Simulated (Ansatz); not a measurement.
Task: Name crystals whose computed values (PBEsol (plane waves, PAW; program Ansatz)) fall in these windows: G_Hill (GPa) 7.1 to 10; Θ_D (K) 230 to 270; HSE06 gap (eV) 6.0 to 7.0.

Result: 

```json
[
 {"crystal": "ZnSO4, F-43m (Zn on 4c, S on 4a, O on 16e)", "G_Hill (GPa)": "8.9", "Θ_D (K)": "248", "HSE06 gap (eV)": "6.48"}
]
```
Others may fit too.

Standing as an ambient phase not checked: ZnSO4, F-43m (Zn on 4c, S on 4a, O on 16e). The cell was relaxed under the symmetry of its start.

Potentials: the later of the program's two PAW sets.
